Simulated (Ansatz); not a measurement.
In:
```xyz
2
Lattice="0.0000 3.2828 3.2828 3.2828 0.0000 3.2828 3.2828 3.2828 0.0000" Properties=species:S:1:pos:R:3 pbc="T T T"
In     0.0000     0.0000     0.0000
In     1.6414     1.6414     1.6414
```

Relaxed with PBEsol. Special points in fractions of this cell's reciprocal vectors: Γ (0.000, 0.000, 0.000); X (0.500, 0.000, 0.500); U (0.625, 0.250, 0.625); K (0.375, 0.375, 0.750); L (0.500, 0.500, 0.500); W (0.500, 0.250, 0.750).

Question: List the band energies nearest the Fermi level at these points for PBEsol (plane waves, PAW; program Ansatz).

Answer: In eV from the Fermi level; about four levels below and three above (degenerate sets whole), none deeper than 8.9 eV; points with the same levels are listed once.

```
k                    below                  above
-  -----------------------  ---------------------
Γ                    -8.16         2.46 2.46 2.46
X  -4.89 -4.89 -0.45 -0.45  2.49 2.49 10.01 10.01
U  -5.25 -4.41 -1.56 -0.05         2.83 5.22 7.82
L              -6.35 -4.02         1.09 1.09 2.37
W  -4.79 -4.79 -1.19 -1.19    5.56 5.56 5.62 5.62
```

Space group Fd-3m (diamond). The start of the workflow was typed in or built on a structure type; neither database checked (COD, Materials Project) lists it. It is not the phase usual at ambient conditions (space group No. 139). The cell was relaxed with PBEsol under the symmetry of its start. At this level the phase is mechanically unstable. The volume moved by -16 % from the start of the relaxation. Spin–orbit coupling is left out wherever it is not named.

Potentials: the later of the program's two PAW sets.
